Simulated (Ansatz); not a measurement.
**Profile along the Ag–Ag line in Ag (fcc, Cu type)**

Ag (fcc, Cu type), conventional cell a = b = c = 4.1486 Å, α = β = γ = 90.00°. The calculation uses the primitive cell of 1 atom, to which meshes and values per cell refer.

Fields along a shortest Ag–Ag line of a {100} plane (2.93 Å), from Ag to Ag, interpolated on the slice's grid (step about 0.1 Å). Method: PBE (plane waves to 420 eV, PAW, scalar-relativistic; Ansatz, a first-principles code). k mesh 19×19×19. These are valence fields of a PAW run, semicore shells included where kept as valence: close to a nucleus they are smooth pseudo fields. Ag was relaxed with its symmetry unable to fall.

| distance from Ag (Å) | valence electron density (e/Å³) | electron localisation function |
|---|---|---|
| 0.00 | 21.13 | x |
| 0.29 | 15.52 | x |
| 0.59 | 6.11 | 0.57 |
| 0.88 | 1.21 | 0.35 |
| 1.17 | 0.32 | 0.18 |
| 1.47 | 0.20 | 0.16 |
| 1.76 | 0.32 | 0.18 |
| 2.05 | 1.21 | 0.35 |
| 2.34 | 6.11 | 0.57 |
| 2.64 | 15.52 | x |
| 2.93 | 21.13 | x |

x: too close to a nucleus for the ELF to mean much.

Density on the Ag–Ag line (2.93 Å) at its midpoint: 0.20 e/Å³. ELF at that point: 0.16.
